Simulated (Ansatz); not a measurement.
Task: Name crystals whose computed values (LDA in the plane-wave PAW code Ansatz) fall in these windows: highest Γ mode, no LO–TO term (cm⁻¹) 540 to 720; gap (eV) 1.6 to 1.9; ε∞ 3.5 to 4.9.

Result: 

```json
[
 {"crystal": "ZnPdF6, R-3 (Zn on 3b, Pd on 3a, F on 18f)", "highest Γ mode, no LO–TO term (cm⁻¹)": "600", "gap (eV)": "1.75", "ε∞": "4.08"}
]
```
Others may fit too.

Standing as an ambient phase not checked: ZnPdF6, R-3 (Zn on 3b, Pd on 3a, F on 18f). The cell was relaxed under the symmetry of its start. Rows with no word on spin ran without spin polarisation. Spin–orbit coupling is left out wherever it is not named.

Potentials: the later of the program's two PAW sets.
